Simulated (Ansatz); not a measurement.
**GaNi (Pm-3m), stationary points along a deformation path**

The calculation used DFT r2SCAN, scalar-relativistic, plane waves, PAW in Ansatz. Settings: plane waves to 500 eV, k-mesh 18×18×18 (Γ-centred), Gaussian smearing 0.15 eV. No spin polarisation. A magnetic state may lie lower. Energies are free energies at this smearing, counted from the undisturbed cell; pressure is positive in compression.

The undisturbed cell (as given, not relaxed at this level; it stands at -1.4 GPa, and it needn't be the usual structure):

```yaml
crystal:
  lattice:
    - [2.88600, 0.00000, 0.00000]
    - [0.00000, 2.88600, 0.00000]
    - [0.00000, 0.00000, 2.88600]
  atoms:
    - { symbol: Ga, position: [0.00000, 0.00000, 0.00000] }
    - { symbol: Ni, position: [0.50000, 0.50000, 0.50000] }
```

At fixed volume and fractional coordinates, lengths along (0.000, 0.000, 1.000) are scaled against those across it; ρ is that ratio over its starting value. V = 12.019 Å³/atom. Δσ is the stress along the axis less the mean stress across it (compression positive).

```
    ρ  ΔE (meV/atom)  Δσ (GPa) space group
0.650          707.8    101.49       P4/mmm
0.707          358.6     65.06       P4/mmm
0.780          127.1     31.11       P4/mmm
0.850           38.5     12.19       P4/mmm
0.920            7.8      4.30       P4/mmm
0.960            1.6      1.65       P4/mmm
1.000            0.0      0.00        Pm-3m
1.050            1.7     -1.23       P4/mmm
1.100            5.9     -2.24       P4/mmm
1.200           19.0     -3.91       P4/mmm
1.300           38.9     -6.06       P4/mmm
1.414           77.3    -13.46       P4/mmm
1.500          130.5    -22.93       P4/mmm
```

Question: How does the stress give the slope of the energy, and where is the energy stationary?

Answer: Along the path d ln(length) is 2/3 d ln ρ on the axis and −1/3 d ln ρ across it, so dE/d ln ρ = −(2/3) V Δσ: the energy falls with ρ where Δσ is positive. Δσ vanishes or changes sign at ρ = 1.000 (Pm-3m), a minimum at 0.0 meV/atom. Pairs of stationary points between two samples would go unseen, and could change a minimum read from distant neighbours into a maximum. At ρ = 1.000 the cell is cubic, where symmetry alone makes the stress isotropic and the slope zero.

Question: Which shear constant sets the curvature at ρ = 1?

Answer: For a cubic crystal E/V = (2/3) C (ln ρ)² with C = C′ = (C11 − C12)/2, so Δσ = −2C ln ρ. The parabola of Δσ against ln ρ through ρ = 0.960, 1 and 1.050 gives C ≈ 16.8 GPa with the ions clamped, rough because the steps are large. It is the stress–strain coefficient at this cell's pressure of -1.4 GPa, not the zero-pressure constant.

Question: Integrate that slope from ρ = 1 to 1.200 by the trapezoid rule.

Answer: With V/N in Å³ and 1 eV/Å³ = 160.2 GPa the slopes at ρ = 1.000, 1.050, 1.100, 1.200 are 0, 62, 112, 195 meV/atom per unit of ln ρ. The steps add 1.5 + 4.0 + 13.4 = 18.9 meV/atom, against 19.0 from the energies; the trapezoid rule misses the curvature of the slope within each step.

In a metal these slopes depend on the k mesh and the smearing.

Cost: 13 runs of about 3.5 core-minutes in all, on Intel Xeon 6975P-C (Granite Rapids) (shared hosts).